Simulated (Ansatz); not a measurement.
Relaxed-ion elastic tensor of VN in space group P-43m (No. 215; V on 4e, N on 4e) in GPa (Voigt order), DFT-PBEsol in the program Ansatz with PAW potentials; density 6.39 g/cm³, 8.44 Å³ per atom.

```
456  273  273  0.0  0.0  0.0
273  456  273  0.0  0.0  0.0
273  273  456  0.0  0.0  0.0
0.0  0.0  0.0  134  0.0  0.0
0.0  0.0  0.0  0.0  134  0.0
0.0  0.0  0.0  0.0  0.0  134
```

Is the crystal mechanically stable?

Yes: the smallest eigenvalue of C is 134 GPa.

Work out the Voigt, Reuss and Hill averages.

K_V = 334, K_R = 334, K_H = 334; G_V = 117, G_R = 113, G_H = 115 GPa.

Give Young's modulus, Poisson's ratio, Pugh's ratio and the universal anisotropy index.

E = 9KG/(3K + G) = 309 GPa; ν = 0.35; K/G = 2.91 (ductile by the Pugh limit of 1.75); A_U = 5G_V/G_R + K_V/K_R − 6 = 0.18.

Estimate the sound speeds and the Debye temperature.

v_l = √((K + 4G/3)/ρ) = 8740 m/s, v_t = √(G/ρ) = 4240 m/s, mean 4770 m/s; Θ = (h/k)(3n/4πV)^(1/3) v_m = 697 K.

Give the Zener ratio and Young's modulus along [100], [110] and [111].

A = 2C44/(C11 − C12) = 1.47; 1/E = S11 − 2(S11 − S12 − S44/2)Γ with Γ = 0, 1/4, 1/3 gives 251, 322, 355 GPa.

The start of the workflow was typed in or built on a structure type; neither database checked (COD, Materials Project) lists it. It is not the phase usual at ambient conditions (space group No. 225). The cell was relaxed with PBEsol under the symmetry of its start; whether a distortion lowers the energy is not shown. The workflow began spin-polarised and lost its moments. As this level gives no gap, shear constants depend on the k-mesh and smearing (Fermi–Dirac, 0.1 eV here). On the denser mesh and wider smearing of the elastic run this cell carries a stress of 0.4 GPa.

Potentials: the earlier of the program's two PAW sets. The files were generated under PBE; for other functionals the program regenerates the frozen cores, and for LDA and PBEsol the local potential too.
